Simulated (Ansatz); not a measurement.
Ge2BN in space group R3m (No. 160; B on 3a, N on 3a, Ge on 3a, Ge on 3a) at seven volumes, plane-wave PAW LDA (Ansatz code), shape and atoms relaxed at each. One row is withheld.

| V (Å³/atom) | P (GPa) |
|---|---|
| 11.711 | 14.14 |
| 12.098 | ? |
| 12.484 | 3.97 |
| 12.870 | -0.01 |
| 13.256 | -3.35 |
| 13.642 | -6.13 |
| 14.028 | -8.41 |

Fit the shown pressures and predict the withheld one.

Third-order Birch–Murnaghan: P = (3/2)B₀(x^(7/2) − x^(5/2))[1 + (3/4)(B′ − 4)(x − 1)] with x = (V₀/V)^(2/3). Least squares on the six rows gives V₀ = 12.869 Å³/atom, B₀ = 120.0 GPa, B′ = 4.72. At V = 12.098, x = 1.0420 and P = 8.58 GPa. The run itself gave 8.64 GPa.

The start of the workflow was typed in or built on a structure type; neither database checked (COD, Materials Project) lists it. Its standing as an ambient phase is unchecked. The LDA relaxation kept the symmetry of its start; whether a distortion lowers the energy is not shown. Its formation energy is positive at this level, so the cell may be metastable or incomplete.

Potentials: the earlier of the program's two PAW sets. The files were generated under PBE; for other functionals the program regenerates the frozen cores, and for LDA and PBEsol the local potential too.
